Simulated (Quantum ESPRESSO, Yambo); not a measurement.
Levels of theory for the gap of Cs₂CaH₄

Cs2CaH4 (space group I4/mmm, No. 139): one geometry, one set of PBEsol (Quantum ESPRESSO, PseudoDojo norm-conserving, 72 Ry, no spin-orbit coupling) orbitals, self-energies from Yambo (4×4×4 Γ-centred k mesh, 164 bands and a 6 Ry block in the screening, 164 bands in G with the Bruneval-Gonze terminator, plasmon pole fitted at 27.2 eV).

The geometry is that of Materials Project entry mp-697133, symmetrised and not relaxed again.

```tsv
level	gap N → (0.25, -0.25, 0.25) (eV)	direct gap at N (eV)	rough Yambo cost
PBEsol (Quantum ESPRESSO)	2.83	2.85	–
exchange only (Hartree-Fock self-energy on PBEsol orbitals)	10.50	10.55	about 1/8 (12 states)
static COHSEX@PBEsol	6.09	6.11	within a factor of two (3 states)
G0W0@PBEsol, plasmon pole	5.14	5.17	1 (12 states)
```

Bare exchange has no screening and gives the widest gap; static COHSEX screens it but leaves out the frequency dependence, which G0W0 restores.

Costs are rough ratios of core time on shared machines.

Nearest settings tried, and what they do to the gap: 2 Ry block (55 vectors against 295): -258 meV. Not varied: bands in G, bands in W, mesh. So the settings aren't converged at that level.

The structure is a Materials Project entry; no match was found in the copy of COD used, and its stability was not checked.
